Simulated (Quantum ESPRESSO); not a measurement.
## Nb2W3Ga2Ag (input and log of a self-consistent run)

A calculation, not a measurement. The program is pw.x of Quantum ESPRESSO 7.5 (plane-wave density functional theory). The cell is made up: eight metal atoms on a face-centred cubic lattice, with elements, volume, strain and displacements drawn at random and not relaxed, so it may be unstable or far from any real phase. PseudoDojo standard norm-conserving files set the functional (PBE unless stated); there is no spin polarisation or spin-orbit coupling, the Fermi-Dirac width of 0.25 eV means electrons at about 2900 K, and the masses in the input are unused placeholders. Heavy elements are run without spin-orbit coupling, which real alloys of them have. A spin test at this wide smearing found no moment, but such smearing suppresses magnetism that the real alloy may have.

Input:

```
&control calculation='scf', pseudo_dir='./dojo.nc.sr.pbe.v0_5.standard.upf', outdir='./o', disk_io='minimal', tprnfor=.true., tstress=.true. /
&system ibrav=0, nat=8, ntyp=4, nbnd=73, ecutwfc=84.00895049, nosym=.true., tot_charge=0,
 occupations='smearing', smearing='fd', degauss=0.0183746611
/
&electrons conv_thr=1.470e-08, electron_maxstep=70, mixing_beta=0.5 /
ATOMIC_SPECIES
Ag 1.0 Ag.upf
Ga 1.0 Ga.upf
Nb 1.0 Nb.upf
W 1.0 W.upf
CELL_PARAMETERS angstrom
0.0091 4.3018 0.0156
-4.2473 -0.0247 -4.3122
-4.1869 0.0064 4.2518
ATOMIC_POSITIONS angstrom
Nb -0.103 -0.1063 -0.0602
W -2.1194 -0.0446 2.1499
Ga -2.2005 0.0022 -2.148
W -4.1817 0.1309 -0.0961
W -2.1578 2.1023 0.028
Nb -4.1945 2.2007 2.0413
Ag -4.2796 2.2331 -2.1514
Ga -6.1734 2.1197 0.0295
K_POINTS automatic
6 4 4 1 1 1
```

The log is shortened where brackets say so; the opening notice, blank lines, dates and the lines on written files are dropped, and the path of the files is cut. It prints rydbergs, bohrs and kilobars, and counts compression as positive stress. Its total energy is the free energy E - TS of the whole cell.

```
     Program PWSCF v.7.5
     Parallel version (MPI & OpenMP), running on       4 processor cores
     Number of MPI processes:                 4
     Threads/MPI process:                     1
     [start-up lines left out]
     bravais-lattice index     =            0
     lattice parameter (alat)  =       8.1293  a.u.
     unit-cell volume          =    1048.3536 (a.u.)^3
     number of atoms/cell      =            8
     number of atomic types    =            4
     number of electrons       =       113.00
     number of Kohn-Sham states=           73
     kinetic-energy cutoff     =      84.0090  Ry
     charge density cutoff     =     336.0358  Ry
     scf convergence threshold =      1.5E-08
     mixing beta               =       0.5000
     number of iterations used =            8  plain     mixing
     Exchange-correlation= PBE
                           (   1   4   3   4   0   0   0)
     [axes and pseudopotential details left out]
   Cartesian axes
     site n.     atom                  positions (alat units)
         1        Nb     tau(   1) = (  -0.0239433  -0.0247104  -0.0139940  )
         2        W      tau(   2) = (  -0.4926731  -0.0103677   0.4997631  )
         3        Ga     tau(   3) = (  -0.5115255   0.0005114  -0.4993215  )
         4        W      tau(   4) = (  -0.9720729   0.0304289  -0.0223393  )
         5        W      tau(   5) = (  -0.5015996   0.4886981   0.0065088  )
         6        Nb     tau(   6) = (  -0.9750484   0.5115720   0.4745181  )
         7        Ag     tau(   7) = (  -0.9948306   0.5191037  -0.5001118  )
         8        Ga     tau(   8) = (  -1.4350610   0.4927429   0.0068575  )
     number of k points=    48  Fermi-Dirac smearing, width (Ry)=  0.0184
                       cart. coord. in units 2pi/alat
        k(    1) = (  -0.1276974   0.0836020   0.0005970), wk =   0.0416667
        k(    2) = (  -0.2561145   0.0834150   0.1270825), wk =   0.0416667
     [further k points left out]
     Dense  grid:   109073 G-vectors     FFT dimensions: (  48,  72,  72)
     Estimated max dynamical RAM per process >     384.56 MB
     Estimated total dynamical RAM >       1.42 GB
     Initial potential from superposition of free atoms
     starting charge     112.9880, renormalised to     113.0000
     Starting wfcs are   78 randomized atomic wfcs
     total cpu time spent up to now is        8.0 secs
     per-process dynamical memory:   297.7 Mb
     Self-consistent Calculation
     iteration #  1     ecut=    84.01 Ry     beta= 0.50
     Davidson diagonalization with overlap
     ethr =  1.00E-02,  avg # of iterations =  2.9
     total cpu time spent up to now is       27.1 secs
     total energy              =   -1319.02121040 Ry
     estimated scf accuracy    <       1.81986996 Ry
     iteration #  2     ecut=    84.01 Ry     beta= 0.50
     Davidson diagonalization with overlap
     ethr =  1.61E-03,  avg # of iterations =  3.1
     total cpu time spent up to now is       47.3 secs
     total energy              =   -1318.10872951 Ry
     estimated scf accuracy    <      19.41881523 Ry
     iteration #  3     ecut=    84.01 Ry     beta= 0.50
     Davidson diagonalization with overlap
     ethr =  1.61E-03,  avg # of iterations =  2.3
     total cpu time spent up to now is       65.9 secs
     total energy              =   -1319.79377365 Ry
     estimated scf accuracy    <       1.67245728 Ry
     iteration #  4     ecut=    84.01 Ry     beta= 0.50
     Davidson diagonalization with overlap
     ethr =  1.48E-03,  avg # of iterations =  1.9
     total cpu time spent up to now is       81.9 secs
     total energy              =   -1319.90189348 Ry
     estimated scf accuracy    <       0.40943406 Ry
     iteration #  5     ecut=    84.01 Ry     beta= 0.50
     Davidson diagonalization with overlap
     ethr =  3.62E-04,  avg # of iterations =  2.0
     total cpu time spent up to now is       98.3 secs
     total energy              =   -1319.94188329 Ry
     estimated scf accuracy    <       0.08859534 Ry
     [iterations 6 to 12 left out]
     iteration # 13     ecut=    84.01 Ry     beta= 0.50
     Davidson diagonalization with overlap
     ethr =  1.09E-08,  avg # of iterations =  2.0
     total cpu time spent up to now is      241.0 secs
     total energy              =   -1319.95461961 Ry
     estimated scf accuracy    <       0.00000530 Ry
     iteration # 14     ecut=    84.01 Ry     beta= 0.50
     Davidson diagonalization with overlap
     ethr =  4.69E-09,  avg # of iterations =  1.0
     total cpu time spent up to now is      255.8 secs
     total energy              =   -1319.95462000 Ry
     estimated scf accuracy    <       0.00000012 Ry
     iteration # 15     ecut=    84.01 Ry     beta= 0.50
     Davidson diagonalization with overlap
     ethr =  1.02E-10,  avg # of iterations =  4.2
     total cpu time spent up to now is      276.3 secs
     total energy              =   -1319.95461999 Ry
     estimated scf accuracy    <       0.00000056 Ry
     iteration # 16     ecut=    84.01 Ry     beta= 0.50
     Davidson diagonalization with overlap
     ethr =  1.02E-10,  avg # of iterations =  2.0
     total cpu time spent up to now is      293.5 secs
     total energy              =   -1319.95462004 Ry
     estimated scf accuracy    <       0.00000005 Ry
     iteration # 17     ecut=    84.01 Ry     beta= 0.50
     Davidson diagonalization with overlap
     ethr =  4.02E-11,  avg # of iterations =  1.2
     total cpu time spent up to now is      308.4 secs
     End of self-consistent calculation
     [lines on levels left out]
!    total energy              =   -1319.95462004 Ry
     estimated scf accuracy    <          6.0E-09 Ry
     smearing contrib. (-TS)   =      -0.11395522 Ry
     internal energy E=F+TS    =   -1319.84066482 Ry
     The total energy is F=E-TS. E is the sum of the following terms:
     one-electron contribution =    -386.92604595 Ry
     hartree contribution      =     258.24901189 Ry
     xc contribution           =    -280.69872131 Ry
     ewald contribution        =    -910.46490944 Ry
     convergence has been achieved in  17 iterations
     Forces acting on atoms (cartesian axes, Ry/au):
     atom    1 type  3   force =    -0.00035425    0.02247319    0.00881979
     atom    2 type  4   force =    -0.00848242    0.01610563   -0.01796466
     atom    3 type  2   force =     0.01179408   -0.00150967    0.01809192
     atom    4 type  4   force =     0.00833432   -0.01131869    0.02265356
     atom    5 type  4   force =    -0.01374885   -0.00495097    0.00345959
     atom    6 type  3   force =     0.01340312   -0.01206615    0.00820555
     atom    7 type  1   force =     0.00710535   -0.01309715   -0.00636551
     atom    8 type  2   force =    -0.01805135    0.00436381   -0.03690023
     Total force =     0.070736     Total SCF correction =     0.000208
     Computing stress (Cartesian axis) and pressure
          total   stress  (Ry/bohr**3)                   (kbar)     P=     -183.38
  -0.00135176  -0.00010043   0.00007004         -198.85      -14.77       10.30
  -0.00010043  -0.00124515  -0.00006486          -14.77     -183.17       -9.54
   0.00007004  -0.00006486  -0.00114294           10.30       -9.54     -168.13
     init_run     :      7.56s CPU      7.83s WALL (       1 calls)
     electrons    :    294.68s CPU    300.43s WALL (       1 calls)
     forces       :      2.42s CPU      2.44s WALL (       1 calls)
     stress       :      8.54s CPU      8.73s WALL (       1 calls)
     [timing details left out]
     PWSCF        :   5m13.36s CPU   5m19.68s WALL
     JOB DONE.
```

In other units: free energy -17958.897 eV for the cell, pressure -18.34 GPa, largest force component 0.949 eV/Å in size. The run took 321 s of wall time with four MPI processes on a shared machine (Intel Xeon, older, virtual cores), so the time is rough. A rerun of this cell at a higher cutoff and on a denser mesh moved values by no more than 0.003 eV in energy, 0.04 GPa in stress and 0.006 eV/Å in force, and a second program with other atomic files agreed on that cell to 2 % rms in force and 0.5 GPa in pressure.